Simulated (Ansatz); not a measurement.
# Fixed occupations and hybrids: In4O5

The cell (9 atoms) is In4O5 as a test cell of our own (not relaxed).

```
CELL_PARAMETERS angstrom
2.74350 1.58396 4.83667
-2.74350 1.58396 4.83667
0.00000 -3.16792 4.83667
ATOMIC_POSITIONS crystal
In 0.36382 0.35318 0.35178
In 0.14464 0.14570 0.14277
In 0.64316 0.63402 0.64505
In 0.85486 0.85805 0.85992
O 0.55163 0.95330 0.25196
O 0.94749 0.24107 0.54899
O 0.24796 0.54386 0.95940
O 0.45421 0.05097 0.75116
O 0.05290 0.75104 0.45286
```

Code: Ansatz (development build ahead of 0.2.0); norm-conserving potentials, plane waves, scalar-relativistic; no spin polarisation; cutoff 1240 eV; k-mesh 1×1×1. A hybrid run begins with a PBE cycle under the same occupations; its iterations are summed over that start, the exchange cycles and any other fillings tried.

With one k-point the gap is the spacing of two levels at that point, not the band gap of the material; the mesh is far from converged, so the case tests the SCF and predicts nothing for the material.

```tsv
functional and occupations	outcome
HSE06, fixed occupations	converged in 27 iterations, gap on the mesh 6.04 eV
PBE, fixed occupations	converged in 12 iterations, gap on the mesh 4.52 eV
PBE, Fermi–Dirac smearing 0.01 eV	converged in 12 iterations, gap on the mesh 4.52 eV
HSE06, Fermi–Dirac smearing 0.01 eV	converged in 27 iterations, gap on the mesh 6.04 eV
```

HSE06 opens the gap by 1.52 eV against PBE; on one k-point part of that hangs on the q+G = 0 term of the exchange. With a gap this far above the smearing width, smeared and fixed occupations give the same result.
